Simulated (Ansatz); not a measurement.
## SnH₃: relaxation (Ansatz)

input.yaml:

```yaml
crystal:
  lattice:
    - [2.487241, 4.30802, 0.0]
    - [-2.487241, 4.30802, 0.0]
    - [0.0, -2.872013, 4.398995]
  atoms:
    - { symbol: Sn, position: [0.0, 0.0, 0.0] }
    - { symbol: Sn, position: [0.5, 0.5, 0.5] }
    - { symbol: H, position: [0.878, 0.622, 0.75] }
    - { symbol: H, position: [0.25, 0.878, 0.75] }
    - { symbol: H, position: [0.622, 0.25, 0.75] }
    - { symbol: H, position: [0.122, 0.378, 0.25] }
    - { symbol: H, position: [0.75, 0.122, 0.25] }
    - { symbol: H, position: [0.378, 0.75, 0.25] }
  symmetry: { tolerance: 0.0003 }
kpoints:
  mp_grid: { grid: [5, 5, 5], shift: [0, 0, 0] }
magnetization:
  spin_polarized: false
scf:
  occupations: { method: fermi_dirac, width: 0.0351 }
hamiltonian:
  pseudopotentials: { kind: paw }
  xc: pbe
  dispersion: d3bj
basis:
  ecutwfc: 420
output:
  forces: true
  stress: true
  eigenvalues: true
relax:
  max_steps: 40
  cell: {}
```

The command:

```bash
ansatz run input.yaml --threads 1 --pin off --max-ram 2560MiB --backend cpu --events-out ev --progress --plain --runs-dir out
```

Origin of the cell: a known structure type with other elements, at an estimated volume, so it need not be a known compound.

Output (shortened):

```
SCF iter   1: F=—  HF=-12141.079767 eV  Δρ=3.29e-3  dr2=1.25e-2  defer=3
SCF iter   2: F=—  HF=-12141.076858 eV  Δρ=1.57e-3  dr2=1.58e-3  defer=38
SCF iter   3: F=—  HF=-12141.077140 eV  Δρ=8.48e-4  dr2=7.41e-4  defer=38
SCF iter   4: F=—  HF=-12141.076698 eV  Δρ=1.09e-4  dr2=1.58e-5  defer=38
SCF iter   5: F=—  HF=-12141.076701 eV  Δρ=3.27e-5  dr2=8.20e-7  defer=38
SCF iter   6: F=-12141.076701 eV  HF=-12141.076701 eV  Δρ=5.53e-6  dr2=2.34e-8
relax step   1: F+E_penalty+E_count = -12141.076701 eV  Δ(F+E_penalty+E_count) = +0.000e0 eV  max|allowed force component| = 9.927e-2 eV/Å  Δτ_max = 0.0000 Å  P = +6.738 GPa  Ω = 94.271 Å³  ( […]
relax step   2: F+E_penalty+E_count = -12141.298971 eV  Δ(F+E_penalty+E_count) = -2.223e-1 eV  max|allowed force component| = 1.344e-1 eV/Å  Δτ_max = 0.0087 Å  P = +0.387 GPa  Ω = 104.398 Å³ […]
relax step   3: F+E_penalty+E_count = -12141.417489 eV  Δ(F+E_penalty+E_count) = -1.185e-1 eV  max|allowed force component| = 8.020e-2 eV/Å  Δτ_max = 0.1663 Å  P = -0.402 GPa  Ω = 111.794 Å³ […]
relax step   4: F+E_penalty+E_count = -12141.452947 eV  Δ(F+E_penalty+E_count) = -3.546e-2 eV  max|allowed force component| = 4.776e-2 eV/Å  Δτ_max = 0.1340 Å  P = -0.594 GPa  Ω = 116.281 Å³ […]
relax step   5: F+E_penalty+E_count = -12141.483516 eV  Δ(F+E_penalty+E_count) = -3.057e-2 eV  max|allowed force component| = 2.637e-2 eV/Å  Δτ_max = 0.1532 Å  P = -0.629 GPa  Ω = 120.233 Å³ […]
[… 2 lines left out …]
relax step   8: F+E_penalty+E_count = -12141.521452 eV  Δ(F+E_penalty+E_count) = -1.562e-3 eV  max|allowed force component| = 3.602e-4 eV/Å  Δτ_max = 0.0043 Å  P = -0.003 GPa  Ω = 121.008 Å³ […]
relax step   9: F+E_penalty+E_count = -12141.561694 eV  Δ(F+E_penalty+E_count) = -4.024e-2 eV  max|allowed force component| = 3.638e-4 eV/Å  Δτ_max = 0.0000 Å  P = +0.236 GPa  Ω = 121.008 Å³  stress off target by 2.88e-1 GPa […]
relax step  10: F+E_penalty+E_count = -12141.562208 eV  Δ(F+E_penalty+E_count) = -5.144e-4 eV  max|allowed force component| = 1.997e-5 eV/Å  Δτ_max = 0.0019 Å  P = +0.017 GPa  Ω = 121.616 Å³ […]
relax step  11: F+E_penalty+E_count = -12141.562213 eV  Δ(F+E_penalty+E_count) = -4.784e-6 eV  max|allowed force component| = 2.008e-4 eV/Å  Δτ_max = 0.0010 Å  P = -0.002 GPa  Ω = 121.669 Å³ […]
relax step  12: F+E_penalty+E_count = -12141.562745 eV  Δ(F+E_penalty+E_count) = -5.319e-4 eV  max|allowed force component| = 2.003e-4 eV/Å  Δτ_max = 0.0000 Å  P = -0.002 GPa  Ω = 121.669 Å³  stress off target by 8.71e-3 GPa […]
SCF 12 converged in 5 iterations: F = -12141.562745 eV  dr2 = 7.76e-11
basis re-selected at this cell: Δ(F+E_penalty+E_count) = -5.319e-4 eV, ΔP = +0.000 GPa vs the last step (what re-selecting the basis moved, of the pressure what is left beyond the Pulay corre […]
SCF converged after 5 iterations
Free energy (F): -12141.562745 eV
Harris-Foulkes:  -12141.562745 eV  (|F-HF|=3.64e-12)
Internal energy: -12141.550029 eV  (E = F + TS)
E sigma→0 (E₀):  -12141.556387 eV
Entropy (-TS):   -0.012716 eV (-1.589 meV/atom)
Fermi energy:    3.879073 eV
--- Per-component energies (eV) ---
  E_band       = -379.387058
  E_kinetic    = 452.105751
  E_local      = -2867.377439  (includes V_loc(G=0)·N_el)
  E_nonlocal   = -55.117179
  E_hartree    = 1534.130285
  E_xc         = -816.370399
  E_vxc        = -258.368797  (∫ρ·V_xc dr)
  E_paw        = -8278.653343  (= ΣΔE_a)
  E_vpaw       = -718.883664  (= ΣTr[D̂ρ^β])
  E_aug_tail   = -0.006624  (compensation charges beyond the density's cutoff)
  E_ewald      = -2109.549882
  E_disp       = -0.711199  (pairwise vdW)
  E_smearing   = -0.012716  (= −TS)
  Σ components = -12141.562745   (vs F -12141.562745, Δ=0.00e0)
--- Forces (eV/Å), atoms counted from 1 ---
  atom   1  Sn     0.000000    -0.000000     0.000000
  atom   2  Sn    -0.000000     0.000000    -0.000000
  atom   3  H      0.000200    -0.000000     0.000000
  atom   4  H     -0.000100     0.000173    -0.000000
  atom   5  H     -0.000100    -0.000173     0.000000
  atom   6  H     -0.000200     0.000000    -0.000000
  atom   7  H      0.000100    -0.000173     0.000000
  atom   8  H      0.000100     0.000173    -0.000000
  max |Σ_I F_I| component: 0.0 eV/Å
--- Stress (GPa, compression-positive) ---
        0.002061      -0.000000      -0.000000
       -0.000000       0.002061      -0.000000
       -0.000000      -0.000000      -0.008712
  P = ⅓ Tr σ = -0.0015 GPa (-0.015 kbar)
--- Relaxed structure (10 steps of the walk, 10 accepted, 2 SCFs on fresh bases) ---
  F+E_penalty+E_count = -12141.562745 eV   max|allowed force component| = 2.003e-4 eV/Å   (the final SCF, on the basis selected at the relaxed cell)
  cell:  # Å, volume = 121.6693 Å³
    - [2.780137, 4.815338, -1.824e-7]
    - [-2.780137, 4.815338, -1.824e-7]
    - [0.0, -3.210225, 4.544207]
  atoms:
    - { symbol: Sn, position: [-3.639e-19, -4.130e-19, 0.0] }
    - { symbol: Sn, position: [0.5, 0.5, 0.5] }
    - { symbol: H, position: [0.749814, 0.750186, 0.750000] }
    - { symbol: H, position: [0.250000, 0.749814, 0.750000] }
    - { symbol: H, position: [0.750186, 0.25, 0.75] }
    - { symbol: H, position: [0.250186, 0.249814, 0.25] }
    - { symbol: H, position: [0.750000, 0.250186, 0.250000] }
    - { symbol: H, position: [0.249814, 0.750000, 0.250000] }
```

Caveats: the k mesh is coarse if the cell is a metal; the relaxation held the start's symmetry, so the end may be a saddle point.

It ran for 35 s of wall time on 1 CPU thread(s) of a shared host, from the program's own first density.
